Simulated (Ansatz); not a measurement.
## TaN single point

Input file of Ansatz 0.2.0:

```yaml
crystal:
  lattice:
    - [2.94393438, 0.0, 0.0]
    - [-1.47196719, 2.54951932, 0.0]
    - [0.0, 0.0, 2.88882329]
  atoms:
    - { symbol: "N", position: [0.0, 0.0, 0.0] }
    - { symbol: Ta, position: [0.3333, 0.6667, 0.5] }
  symmetry: { tolerance: 0.0003 }
kpoints:
  mp_grid: { grid: [13, 13, 12], shift: [0, 0, 0] }
  band_path:
    path:
      - [0.0, 0.0, 0.0]
      - [0.5, -2.6e-07, 0.0]
      - [0.33333333, 0.33333307, 0.0]
      - [0.0, 0.0, 0.0]
      - [0.0, 0.0, 0.5]
      - [0.5, -2.6e-07, 0.5]
      - [0.33333333, 0.33333307, 0.5]
      - [0.0, 0.0, 0.5]
      - [0.5, -2.6e-07, 0.5]
      - [0.5, -2.6e-07, 0.0]
      - [0.33333333, 0.33333307, 0.5]
    npoints: 6
magnetization:
  spin_polarized: false
scf:
  occupations: { method: fermi_dirac }
  lower_state_search: "off"
  max_iter: 200
hamiltonian:
  pseudopotentials: { kind: paw }
  xc: r2scan
basis:
  ecutwfc: 500
  fft_grid_basis: typed
output:
  forces: true
  stress: true
  eigenvalues: true
  bader: true
  populations: true
  elf: true
  write_potential: true
  volumetric_format: npy
  dos:
    e_range: [-12, 8]
    de: 0.05
    projected: { site_lists: { "N": ["N"], Ta: [Ta] } }
checkpoint:
  read: saved_state
```

The saved state is an earlier solution for the same cell, perhaps on another mesh. 

Excerpt of what it printed:

```
Warning: the atoms were moved onto the symmetric positions of the space group found under crystal.symmetry.tolerance 3.0e-4 (fractional; no operation is sought that the atoms, as they stand in a round, miss by more than twice it, and no atom is moved by as much as it), and the run uses the moved positions.
Pseudopotentials: kind: paw
Pseudopotential: N, paw, valence charge 5, recommended cutoff 500 eV (meta_gga), N.paw.azcp
Pseudopotential: Ta, paw, valence charge 13, recommended cutoff 500 eV (meta_gga), Ta.paw.azcp
Functional definition: r2SCAN
  exchange = r2scan_x(k0 = k0, k1 = k1, a1 = a1)
  correlation = r2scan_c
Crystal: 2 atoms, lattice volume = 21.682 Å³
Basis set: ecut = 500 eV, 551 PW (Γ), exchange–correlation on 96×96×96 points (64 copies of the dense FFT grid, shifted against one another)
Bands: 13, of which v1, the nominal top of the filled ones, is band 9 counted from 1 (8 counted from 0)
Symmetry: 12 space group operations
Space group: P-6m2 (ITA 187), of the structure as read, at distance tolerance 8.4e-4 Å
k-points: 147 of 2028 (time reversal used)
Initial density: read from a saved state, or passed on in memory by an earlier SCF of this step, an earlier step, the calling program or the single point that the run made first
Functional: x = r2scan, c = r2scan; τ floored in thin density (d = 2e-4 eV/Å³)
SCF iter   1: F=-10331.8039 eV  Δρ=1.68e-3  dr2=4.78e-5  dr2_τ=5.63e-3
SCF iter   2: F=-10331.8040 eV  Δρ=8.66e-4  dr2=1.85e-5  dr2_τ=5.43e-5
SCF iter   3: F=-10331.8040 eV  Δρ=4.12e-4  dr2=7.88e-6  dr2_τ=1.20e-5
SCF iter   4: F=-10331.8040 eV  Δρ=5.79e-5  dr2=1.18e-7  dr2_τ=2.26e-7
SCF iter   5: F=-10331.8040 eV  Δρ=1.64e-5  dr2=9.58e-9  dr2_τ=1.28e-8
Free energy (F): -10331.8040 eV
Harris-Foulkes:  -10331.8040 eV  (|F-HF|=4.80e-8)
Internal energy: -10331.8020 eV  (E = F + TS)
E sigma→0 (E₀):  -10331.8030 eV
Entropy (-TS):   -0.0020 eV (-1.004 meV/atom)
Fermi energy:    20.0691 eV
--- Forces (eV/Å), atoms counted from 1 ---
  atom   1  N      0.0000     0.0000     0.0000
  atom   2  Ta     0.0000     0.0000     0.0000
--- Stress (GPa, compression-positive) ---
       -2.5597       0.0000       0.0000
        0.0000      -2.5597       0.0000
        0.0000       0.0000      -2.0343
  P = ⅓ Tr σ = -2.3845 GPa (-23.845 kbar)
--- Löwdin populations: 2 sites ---
  site symbol       q [e]
     0      N      5.7286
     1     Ta     12.1805
  spilling = 0.0050 (of n_electrons = 18.0000)
--- Bader charges: 2 sites ---
  site symbol  charge [e]  shift [e]
     0      N     -1.6631     0.0015
     1     Ta      1.6631     0.0015
```

Origin: a database entry at a rescaled volume.
